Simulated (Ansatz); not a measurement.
This cell of KCl (rock salt) is off equilibrium:

```
KCl
1.0
    0.00000     3.10874     3.10874
    3.10874     0.00000     3.10874
    3.10874     3.10874     0.00000
Cl K
1 1
Direct
  0.00000   0.00000   0.00000
  0.50000   0.50000   0.50000
```

Method: PBE (plane waves to 420 eV, PAW, scalar-relativistic; Ansatz, a quantum-chemistry and plane-wave program). k mesh 9×9×9 (Γ-centred), Fermi-Dirac smearing 0.05 eV. E stands for the smeared free energy. Stress and pressure are positive under compression. KCl was relaxed with its symmetry unable to fall.

Task: Give the stress tensor in GPa and the pressure.

Result: 
```
   1.53     0.00     0.00
   0.00     1.53     0.00
   0.00     0.00     1.53
```
The pressure, a third of the trace, is 1.53 GPa.

Task: It is the relaxed cell scaled evenly to V/V₀ = 0.925, atoms relaxed where free. What is its energy relative to the relaxed cell?

Result: 10.8 meV/atom.

(A scan under strain: stresses follow from slopes of the energy per volume, elastic moduli from its curvatures.)
